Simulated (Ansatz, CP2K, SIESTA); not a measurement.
**Cd2S: 4 runs at one level of theory**

```
Cd S
1.0
     3.96267    0.00000    0.00000
    -1.98134    3.43177    0.00000
     0.00000    0.00000    5.80919
Cd S
2 1
Cartesian
  0.0000 2.2878 5.4183
  1.9813 1.1439 3.3620
  0.0000 2.2878 2.1245
```

The cell comes from a database or a generator and needn't be the stable form of this composition.

Alike in all runs: task band structure; functional LDA; k mesh 8 × 8 × 5; occupations fermi-dirac, width 0.05 eV; no spin polarisation; no spin-orbit coupling. LDA stands for any of its common fits. Pressure is positive in compression and, in plane waves, holds the error of the finite cutoff, which Ansatz's Pulay term estimates and takes out. Gaps are the smaller of the mesh's and the band path's.

| program and potentials | plane-wave cutoff (eV) | notes | band gap (eV) | pressure (GPa) | largest force (eV/Å) |
| --- | --- | --- | --- | --- | --- |
| Ansatz, Ansatz PAW | 420 | potentials made for PBE, which Ansatz adapts in part; 15.33 valence electrons an atom on average | no gap | -4.89 | 0.169 |
| SIESTA, files PseudoDojo sr-lda-0.4.1-standard, DZP (energy shift 0.003 Ry; two zetas on semicore shells) | - | atomic basis; 15.33 valence electrons an atom on average | no gap | -5.41 | 0.167 |
| Ansatz, all-electron LAPW, scalar-relativistic | - | - | ? | ? | ? |
| CP2K, GTH_POTENTIALS Cd GTH-PADE-q12, S GTH-PADE-q6; TZVP-MOLOPT-PBE-GTH basis | - | atomic basis; 10 valence electrons an atom on average | 0.01 | -4.53 | 0.162 |

Q: Estimate from the other rows what the run with Ansatz, all-electron LAPW, scalar-relativistic gave.

A: Band gap 0.25 eV; pressure -4.88 GPa; largest force 0.166 eV/Å. The other rows, which needn't bracket it: band gap 0.01; pressure -5.41 to -4.53; largest force 0.162 to 0.169.
